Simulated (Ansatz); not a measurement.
## Moving the pressure in NbPd4

The cell as given:

```cif
data_structure
_symmetry_space_group_name_H-M 'R-3m:H'
_symmetry_Int_Tables_number 166
_cell_length_a 2.8352
_cell_length_b 2.8352
_cell_length_c 34.4858
_cell_angle_alpha 90.000
_cell_angle_beta 90.000
_cell_angle_gamma 120.000
_cell_volume 240.07
loop_
_atom_site_label
_atom_site_type_symbol
_atom_site_symmetry_multiplicity
_atom_site_Wyckoff_symbol
_atom_site_fract_x
_atom_site_fract_y
_atom_site_fract_z
_atom_site_occupancy
Pd1 Pd 6 c 0.33333 0.66667 0.26729 1
Pd2 Pd 6 c 0.00000 0.00000 0.19992 1
Nb1 Nb 3 a 0.00000 0.00000 0.00000 1
```

The cell comes from a database or a generator and needn't be the stable form of this composition.

Kept alike: task relaxation of cell and atoms; functional PBEsol; k mesh 11 × 11 × 11; occupations fermi-dirac, width 0.05 eV; no spin polarisation. Program: Ansatz, Ansatz PAW, cutoff 420 eV. The mesh is that of the run's cell of 5 atoms. No spin-orbit coupling.

```tsv
pressure, P (GPa)	volume (Å³/atom)
0	15.080
2	?
5	14.724
10	14.414
20	13.894
```

The relaxations keep at least the cell's symmetry (R-3m). For a metal such a mesh leaves the last digits unconverged. Runs of this series that gave no sound value for these columns are left out. The runs follow the start's structure, whether or not it is the stable one at these pressures. P is the pressure aimed at, which the runs meet within some hundredths to tenths of a GPa. All rows use potentials made for PBE.

**Question.** Fit the rows shown and predict the run at 2 GPa.

**Answer.** Murnaghan's form V = V0 (1 + B′P/B0)^(-1/B′) through the rows shown has V0 = 15.0800, B0 = 197 GPa and B′ = 5.07 (largest miss 0.0002); at P = 2 it gives 14.931 Å³/atom. The run gave: volume 14.932 Å³/atom.
